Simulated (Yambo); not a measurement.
Yambo run on K2RhAgF6 (space group Fm-3m, No. 225). The wavefunctions are PBEsol (Quantum ESPRESSO, PseudoDojo norm-conserving, 88 Ry, without SOC) ones on a 2×2×2 mesh (48 occupied bands); a = 6.1909 Å, b = 6.1909 Å, c = 6.1909 Å, α = 60.00°, β = 60.00°, γ = 60.00°.

Yambo input:

```
rim_cut
HF_and_locXC
RandQpts= 1000000
RandGvec= 1 Ry
EXXRLvcs= 88 Ry
VXCRLvcs= 352 Ry
% QPkrange
 1 | 1 | 48 | 49 |
 2 | 2 | 48 | 49 |
 3 | 3 | 48 | 49 |
%
```

k points by index: 1 = Γ, 2 = L, 3 = X.

The o-*.hf file then holds:

```
#    K-point    Band    Eo [eV]    Ehf [eV]    Vxc [eV]    Vnlxc [eV]
#
    1    48    -0.007791    -6.405644    -23.16293    -29.56078
    1    49    2.407481    7.599033    -24.62940    -19.43785
    2    48    -0.073508    -6.418168    -22.80864    -29.15330
    2    49    1.872609    7.720288    -23.27553    -17.42785
    3    48    0.000000    -6.394441    -23.08663    -29.48108
    3    49    1.136393    6.786935    -20.28119    -14.63065
```
Exchange alone, without screening.

Geometry of the Materials Project entry, not relaxed at this level.

The structure is a Materials Project entry; no match was found in the copy of COD used, and its stability was not checked.
